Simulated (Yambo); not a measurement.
# How GW settings move the gap: Ca2OsH6

G0W0@LDA for Ca2OsH6 (space group Fm-3m, No. 225) in Yambo. Reference settings: 4×4×4 Γ-centred k mesh, bands 5 to 177 and a 8 Ry block in the screening, 177 bands in G with the Bruneval-Gonze terminator, plasmon pole fitted at 27.2 eV. The LDA gap W → X on this mesh is 2.54 eV; G0W0 gaps are taken between the same points.

| change from the reference | G0W0 gap W → X (eV) | shift of the valence edge (eV) | rough Yambo cost |
|---|---|---|---|
| reference settings | 3.91 | -0.36 | 1 |
| 67 bands in G | 3.91 | -0.31 | – |
| 81 bands in W | 3.88 | -0.19 | about 1/2 |
| pole fitted at 15 eV | 3.87 | -0.27 | – |
| no terminator | 3.90 | -0.22 | – |

The reference isn't shown to be the converged limit. Costs are rough (shared machines), scaled to the same edge states, and given only for runs that recompute the screening.

Without spin-orbit coupling, band edges of such heavy elements can be off by tenths of an eV.

Geometry of the Materials Project entry, not relaxed at this level; primitive cell a = b = c = 5.1121 Å, α = β = γ = 60.00°.

The structure is a Materials Project entry; no match was found in the copy of COD used, and its stability was not checked.

A shift is the quasiparticle energy of the state minus its LDA energy.
